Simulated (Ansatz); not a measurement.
# Structure map: energy, volume and gap of polymorphs

A comparison from first-principles data. Relaxing one composition in several structure types shows which are competitive, which pressure would favour, and how volume and gap change with structure.

WGe, NbAs type, I4₁md serves as the reference. The reference is the lowest phase computed, which need not be the stable form in nature.

Data:

Computed with Ansatz, a plane-wave PAW program. energy: PBE, total energy at 0 K with the change to a 700 eV cutoff added (comparable within one formula alone); volume per atom: PBE, relaxed cell; gap: PBE; bulk modulus: PBE, equation-of-state fit.

Working rules: ΔE = E − E_ref; ΔV = V − V_ref; temperature scale ΔE/k_B = 11.605 K/meV × ΔE.

```csv
crystal,E (eV/atom),V (Å³/atom),gap (eV),B₀ (GPa),ΔE (meV/atom),ΔV (Å³/atom),ΔE/k_B (K)
"WGe, CsCl type",−7339.487,15.41,0.00,208,203.0,−0.90,2400
"WGe, NiAs type",−7339.661,16.09,0.00,181,29.0,−0.22,340
"WGe, CrB type, Cmcm",−7339.520,15.90,0.00,–,170,−0.41,2000
"WGe, NbAs type, I4₁md, reference",−7339.690,16.31,0.00,195,0.0,0.00,0
"WGe, CoSn type, P6/mmm",−7339.631,18.51,0.00,169,59.0,2.20,680
```

Started from generated or typed cells, with no claim that the phase is known: WGe, CsCl type; WGe, NiAs type; WGe, CrB type, Cmcm; WGe, NbAs type, I4₁md; WGe, CoSn type, P6/mmm. No gap (0.00) means none at this level, which can close a small real gap. Spin–orbit coupling is left out unless named.

Worked example:

The steps for WGe, CsCl type:

ΔE = 1000 × (−7339.487 − (−7339.690)) = 203.0 meV/atom; ΔV = 15.41 − 16.31 = −0.90 Å³/atom; ΔE/k_B: 11.605 × 203.0 = 2400 K.

Result:

Ranking by ΔE, lowest first: WGe, NbAs type, I4₁md (0.0 ± 5.0), WGe, NiAs type (29.0 ± 5.0), WGe, CoSn type, P6/mmm (59.0 ± 5.0), WGe, CrB type, Cmcm (170 ± 5.0), WGe, CsCl type (203.0 ± 5.0). The ± follows from allowances picked for this note (energy 0.004 eV/atom, 3 meV/atom on the figure itself), carried to first order and added in quadrature, each row's own inputs moving alone; ≈ joins neighbours closer than their two ± added in quadrature.

Denser than the reference, so favoured by pressure; with fixed volumes the enthalpies cross at P ≈ 0.1602 ΔE/|ΔV|: WGe, NiAs type 0.1602 × 29.0/0.22 = 21 GPa, WGe, CsCl type 0.1602 × 203.0/0.90 = 36 GPa, WGe, CrB type, Cmcm 0.1602 × 170/0.41 = 66 GPa. Each is against the reference alone, so another phase may come first, and differences in compressibility move them.

Caveats:

Vibrational free energy is left out, and phases that were not computed could lie lower. Rows are a sample of the computed phases of this formula. Limits of the draw: a spread of over 30 meV/atom, none over 0.9 eV/atom above the reference, within 8 meV/atom of the lowest or within 3 meV/atom of a neighbour. As a rule kept out of such tables: 4f compounds, open-shell compounds run without a Hubbard term, cells found unstable in the tests at hand, cells close to a higher symmetry, and runs set to a pressure or over 12 % in volume from the crystal's fullest run. A dash marks a value that is not given here.
